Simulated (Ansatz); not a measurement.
NaBe4: rattling a relaxed structure

The structure comes from a generated guess, relaxed at this level; another structure or a mixture of phases may lie lower.

Level of theory: DFT PBE, scalar-relativistic, plane waves, PAW in Ansatz 0.2.0. Settings: cutoff 420 eV, Γ-centred mesh 10×10×10 on the computed 5-atom cell, Gaussian smearing of 0.10 eV; no spin polarisation.

The cell below (5 atoms, space group Pm-3m (No. 221)) is relaxed within its symmetry.

```cif
data_structure
_symmetry_space_group_name_H-M 'P 1'
_symmetry_Int_Tables_number 1
_cell_length_a 3.9785
_cell_length_b 3.9785
_cell_length_c 3.9785
_cell_angle_alpha 90.000
_cell_angle_beta 90.000
_cell_angle_gamma 90.000
_cell_volume 62.97
loop_
_atom_site_label
_atom_site_type_symbol
_atom_site_fract_x
_atom_site_fract_y
_atom_site_fract_z
_atom_site_occupancy
Na1 Na 0.50000 0.50000 0.50000 1
Be1 Be 0.50000 0.00000 0.00000 1
Be2 Be 0.00000 0.50000 0.00000 1
Be3 Be 0.00000 0.00000 0.50000 1
Be4 Be 0.00000 0.00000 0.00000 1
```

For the test a repeat of it with 10 atoms (edges 3.98, 3.98, 7.96 Å) was strained at random (σ = 1.5 % a component), the atoms were moved at random (σ = 0.15 Å), and all was relaxed again on a coarse 6×6×4 mesh (in the run’s order of axes) with 0.20 eV smearing, with no symmetry imposed.

Question: Does it come back?

Answer: It doesn't return. The energy falls by 73 meV/atom on that mesh, the volume changes by 0.6 %, and the end has space group P4/mmm (No. 123) at a loose tolerance. Relaxed again on a 10×10×10 mesh with 0.10 eV smearing, the new structure lies 73 meV/atom below the first (mesh in the axes of the run's cell; the cell below is made exact in the group named). Space group P4/mmm (No. 123), tetragonal, a = 3.859 Å, c = 4.243 Å. Na is surrounded by 16 Be at 2.87–2.95 Å; around Be on a site of symmetry mmm lie 4 Be at 2.17 Å, 4 Be at 2.73 Å and 4 Na at 2.87 Å; Be on a site of symmetry 4mm is surrounded by 1 Be at 1.99 Å, 5 Be at 2.17–2.25 Å and 4 Na at 2.95 Å.

```cif
data_structure
_symmetry_space_group_name_H-M 'P4/mmm'
_symmetry_Int_Tables_number 123
_cell_length_a 3.8588
_cell_length_b 3.8588
_cell_length_c 4.2426
_cell_angle_alpha 90.000
_cell_angle_beta 90.000
_cell_angle_gamma 90.000
_cell_volume 63.17
loop_
_atom_site_label
_atom_site_type_symbol
_atom_site_symmetry_multiplicity
_atom_site_Wyckoff_symbol
_atom_site_fract_x
_atom_site_fract_y
_atom_site_fract_z
_atom_site_occupancy
Na1 Na 1 d 0.50000 0.50000 0.50000 1
Be1 Be 2 f 0.50000 0.00000 0.00000 1
Be2 Be 2 g 0.00000 0.00000 0.23445 1
```
